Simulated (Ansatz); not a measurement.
Relaxed Ge (diamond):

```
CELL_PARAMETERS angstrom
      0.00000     2.88084     2.88084
      2.88084     0.00000     2.88084
      2.88084     2.88084     0.00000
ATOMIC_POSITIONS crystal
  Ge 0.50000 0.50000 0.50000
  Ge 0.75000 0.75000 0.75000
```

Scan: atom 2 (Ge, nearest neighbour Ge at 2.495 Å; its periodic images, 4.1 Å or more away, move with it) is displaced along Cartesian z, direction (0.000, 0.000, 1.000) in Cartesian axes, by s. The other atoms stay.

The numbers are results of PBE (plane waves to 420 eV, PAW, scalar-relativistic; Ansatz, a program for electronic structure), not measurements. k mesh 11×11×11 (Γ-centred), Fermi-Dirac smearing 0.05 eV. Energies are smeared free energies. With partly filled bands, energies and forces of such displacements shift with the k mesh and the smearing. Ge was relaxed with its symmetry unable to fall. The zero of ΔE is the undisplaced structure.

Successive frames, forces in eV/Å:

| frame | ΔE (meV/cell) | F on Ge1 | F on Ge2 |
|---|---|---|---|
| s = -0.750 Å | 2122 | (0.000, 0.000, -4.217) | (0.000, 0.000, 4.217) |
| s = -0.600 Å | 1494 | (0.000, 0.000, -4.105) | (0.000, 0.000, 4.105) |
| s = -0.450 Å | 910 | (0.000, 0.000, -3.616) | (0.000, 0.000, 3.616) |
| s = -0.300 Å | 428 | (0.000, 0.000, -2.719) | (0.000, 0.000, 2.719) |

Q: What are the energy and the forces in the next frame, s = -0.150 Å?

A: ΔE (meV/cell) = 110.

```csv
atom,Fx,Fy,Fz
Ge1,0.000,0.000,-1.466
Ge2,0.000,0.000,1.466
```

(A displaced cell: forces are minus the slopes of the energy, force constants its curvatures, and phonons follow from these.)
